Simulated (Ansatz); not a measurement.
Geometry optimisation in Ansatz: input, command and trajectory.

```yaml
crystal:
  lattice:
    - [3.18, 0.0, 0.0]
    - [-1.59, 2.753960784, 0.0]
    - [0.0, 0.0, 12.5]
  atoms:
    - { symbol: W, position: [0.3333333333, 0.6666666667, 0.25] }
    - { symbol: W, position: [0.6666666667, 0.3333333333, 0.75] }
    - { symbol: S, position: [0.3333333333, 0.6666666667, 0.625] }
    - { symbol: S, position: [0.6666666667, 0.3333333333, 0.125] }
    - { symbol: S, position: [0.3333333333, 0.6666666667, 0.875] }
    - { symbol: S, position: [0.6666666667, 0.3333333333, 0.375] }
basis:
  ecutwfc: 420
kpoints:
  mp_grid: { grid: [12, 12, 4] }
hamiltonian:
  xc: pbe
  dispersion: d3bj
scf:
  occupations: { method: gaussian, width: 0.02 }
output:
  forces: true
  stress: true
  eigenvalues: true
relax:
  adjacent_minimum: "off"
  f_tol: 0.01
  max_steps: 40
```

```bash
ansatz run input.yaml --threads 2 --pin off --max-ram 5120MiB --backend cpu --events-out ev --progress --plain --runs-dir out
```

These are results of DFT PBE+D3(BJ), scalar-relativistic, plane waves, PAW (Ansatz 0.2.0), not measurements.

Of 4 frames 3 are shown, positions in Å and forces in eV/Å; the SCF threshold varies from step to step.

```xyz
6
Lattice="3.1800 0.0000 0.0000 -1.5900 2.7540 0.0000 0.0000 0.0000 12.5000" Properties=species:S:1:pos:R:3:forces:R:3 pbc="T T T" step=1 free_energy_over_end_meV_per_atom=0.30
W     0.0000    1.8360    3.1250    0.0000    0.0000    0.0000
W     1.5900    0.9180    9.3750    0.0000    0.0000    0.0000
S     0.0000    1.8360    7.8125    0.0000    0.0000   -0.1359
S     1.5900    0.9180    1.5625    0.0000    0.0000   -0.1359
S     0.0000    1.8360   10.9375    0.0000    0.0000    0.1359
S     1.5900    0.9180    4.6875    0.0000    0.0000    0.1359
6
Lattice="3.1800 0.0000 0.0000 -1.5900 2.7540 0.0000 0.0000 0.0000 12.5000" Properties=species:S:1:pos:R:3:forces:R:3 pbc="T T T" step=2 free_energy_over_end_meV_per_atom=0.10
W     0.0000    1.8360    3.1250    0.0000    0.0000    0.0000
W     1.5900    0.9180    9.3750    0.0000    0.0000    0.0000
S     0.0000    1.8360    7.8019    0.0000    0.0000    0.0781
S     1.5900    0.9180    1.5519    0.0000    0.0000    0.0781
S     0.0000    1.8360   10.9481    0.0000    0.0000   -0.0781
S     1.5900    0.9180    4.6981    0.0000    0.0000   -0.0781
6
Lattice="3.1800 0.0000 0.0000 -1.5900 2.7540 0.0000 0.0000 0.0000 12.5000" Properties=species:S:1:pos:R:3:forces:R:3 pbc="T T T" step=4 free_energy_over_end_meV_per_atom=0.00
W     0.0000    1.8360    3.1250    0.0000    0.0000    0.0000
W     1.5900    0.9180    9.3750    0.0000    0.0000    0.0000
S     0.0000    1.8360    7.8058    0.0000    0.0000   -0.0003
S     1.5900    0.9180    1.5558    0.0000    0.0000   -0.0003
S     0.0000    1.8360   10.9442    0.0000    0.0000    0.0003
S     1.5900    0.9180    4.6942    0.0000    0.0000    0.0003
```

The run took 8 s on 2 threads of Intel(R) Xeon(R) 6975P-C (Granite Rapids) (shared host), peak memory 0.55 GiB.

Spin–orbit coupling is left out, which can shift energies with elements as heavy as these.